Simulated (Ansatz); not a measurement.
Sb2Au:
```
Sb2Au
1.0
    6.73485     0.00000     0.00000
    0.00000     6.73485     0.00000
    0.00000     0.00000     6.73485
Sb Au
8 4
Direct
  0.37650   0.12350   0.87650
  0.62350   0.87650   0.12350
  0.12350   0.87650   0.37650
  0.87650   0.12350   0.62350
  0.87650   0.37650   0.12350
  0.12350   0.62350   0.87650
  0.62350   0.62350   0.62350
  0.37650   0.37650   0.37650
  0.00000   0.50000   0.50000
  0.50000   0.50000   0.00000
  0.50000   0.00000   0.50000
  0.00000   0.00000   0.00000
```

Relaxed with r²SCAN.

**Question.** Map the valence electron density (e/Å³), cut off at 1 on the plane through (0.124, 0.876, 0.376) spanned by u = [1, 0, 0] and v = [0, 1, 1] in lattice vectors, from plane-wave PAW r²SCAN (Ansatz code).

**Answer.** x is the fraction of u, y of v (the angle between them is 90°; rows are the nearest grid lines); atoms in the plane: Sb at (0.00, 0.00), Sb at (0.75, 0.25), Au at (0.38, 0.62), Au at (0.38, 0.12).
```
|@@@@@+-:.::-----::.        .:=@@@@@|
|@@@@*-:.    ........        .-*@@@@|
|@@@*-:.      ...::...       .:-*@@@|
|:::..        ..::::...        ..:::|
|             ...::...              |
|           ...::....               |
|         .::---::...               |
|...  ...-*@@@@@@@+:................|
|:::...:=%@@@@@@@@@*-:...:::-------:|
|:::...:=%@@@@@@@@@*-:...:::-------:|
|:.....:-*@@@@@@@@@=:.....::::::::::|
|      ..:-+#@@@*=:..        .....  |
|       ...:::...                   |
|      ...:....                     |
|     ...:::..            ..        |
|     ..::::..        .:-=++=-:..   |
|      ........     .:=%@@@@@@@=:.  |
|       ..::----::.::=#@@@@@@@@#-.  |
|       .:-+*%@#*=-:-=*@@@@@@@@#-.. |
|.     .:+@@@@@@@@@+--=+%@@@@@*=-:..|
|:::...:=@@@@@@@@@@*-:..:::--------:|
|@@@*=--=*@@@@@@@@@=:.     ..:-=#@@@|
|@@@@#=--=#@@@@@@@+:.       .:-*@@@@|
|@@@@@+-:.::-----::.        .:=@@@@@|
```
Scale: ten equal steps from 0.042 (start of ' ') to 1.00 (end of '@'), in the order ' .:-=+*#%@'; x runs from 0.000 to 1.00, y from 0.000 (bottom) to 1.00 (top).

The density is the valence pseudo-density with augmentation charge, so density and ELF within about 1 Å of a nucleus are not all-electron values.

Space group Pa-3. The workflow started from a Materials Project entry (that database holds measured and hypothetical structures alike); the Crystallography Open Database files this formula in space group No. 205, but the cells were not matched. Whether it is the stable phase at ambient conditions was not checked. The r²SCAN relaxation kept the symmetry of its start; its stability against distortions is not shown here. Spin–orbit coupling is left out wherever it is not named.

Potentials: the later of the program's two PAW sets.
